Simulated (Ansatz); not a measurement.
In r²SCAN in the plane-wave PAW code Ansatz, SiSnGeC in the orthorhombic phase (Pmm2; C on 1a, Si on 1c, Ge on 1d, Sn on 1b) relaxes to a = 3.274 Å, b = 3.945 Å, c = 5.560 Å. Against the elements it lies at 0.47 eV/atom, with no fitted shifts.

Electronic character: metallic (no gap).

The bulk modulus is 97.5 GPa. Bader charges are C -2.06, Si +1.77, Ge -0.53, Sn +0.81 e.

The start of the workflow was typed in or built on a structure type; neither database checked (COD, Materials Project) lists it. Whether it is the stable phase at ambient conditions was not checked. The cell keeps a stress of up to 0.2 GPa. Symmetry was held in the r²SCAN relaxation; its stability against distortions is not shown here. Its formation energy is positive at this level, so the cell may be metastable or incomplete. The references are the lowest solids computed at this level, not always the standard phases. Spin–orbit coupling is left out wherever it is not named.

Potentials: the later of the program's two PAW sets.
